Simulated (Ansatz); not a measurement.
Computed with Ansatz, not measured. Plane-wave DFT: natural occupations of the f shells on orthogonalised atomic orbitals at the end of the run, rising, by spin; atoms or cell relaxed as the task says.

```
cell
1.0
     7.2843    0.0000    0.0000
     0.0000    4.3371    0.0000
     0.0000    0.0000    7.8150
Eu Li P
4 4 4
Direct
  0.5108 0.2500 0.7991
  0.4892 0.7500 0.2009
  0.9892 0.7500 0.2991
  0.0108 0.2500 0.7009
  0.6520 0.2500 0.4305
  0.3480 0.7500 0.5695
  0.8480 0.7500 0.9305
  0.1520 0.2500 0.0695
  0.7753 0.2500 0.0969
  0.2247 0.7500 0.9031
  0.7247 0.7500 0.5969
  0.2753 0.2500 0.4031
```

Starting moments (μB): Eu number 1 7, Eu number 2 7, Eu number 3 7, Eu number 4 7; others 0.

- cell charge: 0 e
- spin: collinear
- scf start: atoms
- lower state search: off
- functional: PBEsol
- wave cutoff: 420 eV
- k mesh: 4, 4, 4
- k shift: 0, 0, 0 mesh steps
- gaussian smearing: 0.1 eV
- task: single point

Task: How are the f shells occupied at the end?

Result: 

```json
{"shell atom": "1", "shell element": "Eu", "shell spin": "up", "shell occupation 1 (e)": "0.96", "shell occupation 2 (e)": "0.96", "shell occupation 3 (e)": "0.96", "shell occupation 4 (e)": "0.98", "shell occupation 5 (e)": "0.98", "shell occupation 6 (e)": "0.98", "shell occupation 7 (e)": "0.99"}
{"shell atom": "1", "shell element": "Eu", "shell spin": "down", "shell occupation 1 (e)": "0", "shell occupation 2 (e)": "0", "shell occupation 3 (e)": "0", "shell occupation 4 (e)": "0", "shell occupation 5 (e)": "0.01", "shell occupation 6 (e)": "0.01", "shell occupation 7 (e)": "0.01"}
{"shell atom": "2", "shell element": "Eu", "shell spin": "up", "shell occupation 1 (e)": "0.96", "shell occupation 2 (e)": "0.96", "shell occupation 3 (e)": "0.96", "shell occupation 4 (e)": "0.98", "shell occupation 5 (e)": "0.98", "shell occupation 6 (e)": "0.98", "shell occupation 7 (e)": "0.99"}
{"shell atom": "2", "shell element": "Eu", "shell spin": "down", "shell occupation 1 (e)": "0", "shell occupation 2 (e)": "0", "shell occupation 3 (e)": "0", "shell occupation 4 (e)": "0", "shell occupation 5 (e)": "0.01", "shell occupation 6 (e)": "0.01", "shell occupation 7 (e)": "0.01"}
{"shell atom": "3", "shell element": "Eu", "shell spin": "up", "shell occupation 1 (e)": "0.96", "shell occupation 2 (e)": "0.96", "shell occupation 3 (e)": "0.96", "shell occupation 4 (e)": "0.98", "shell occupation 5 (e)": "0.98", "shell occupation 6 (e)": "0.98", "shell occupation 7 (e)": "0.99"}
{"shell atom": "3", "shell element": "Eu", "shell spin": "down", "shell occupation 1 (e)": "0", "shell occupation 2 (e)": "0", "shell occupation 3 (e)": "0", "shell occupation 4 (e)": "0", "shell occupation 5 (e)": "0.01", "shell occupation 6 (e)": "0.01", "shell occupation 7 (e)": "0.01"}
{"shell atom": "4", "shell element": "Eu", "shell spin": "up", "shell occupation 1 (e)": "0.96", "shell occupation 2 (e)": "0.96", "shell occupation 3 (e)": "0.96", "shell occupation 4 (e)": "0.98", "shell occupation 5 (e)": "0.98", "shell occupation 6 (e)": "0.98", "shell occupation 7 (e)": "0.99"}
{"shell atom": "4", "shell element": "Eu", "shell spin": "down", "shell occupation 1 (e)": "0", "shell occupation 2 (e)": "0", "shell occupation 3 (e)": "0", "shell occupation 4 (e)": "0", "shell occupation 5 (e)": "0.01", "shell occupation 6 (e)": "0.01", "shell occupation 7 (e)": "0.01"}
```

Caveats: 4f shell without a U, which puts 4f levels too near the Fermi level; coarse k mesh; occupations loosely converged; open f or d shells may hold a state above the lowest.
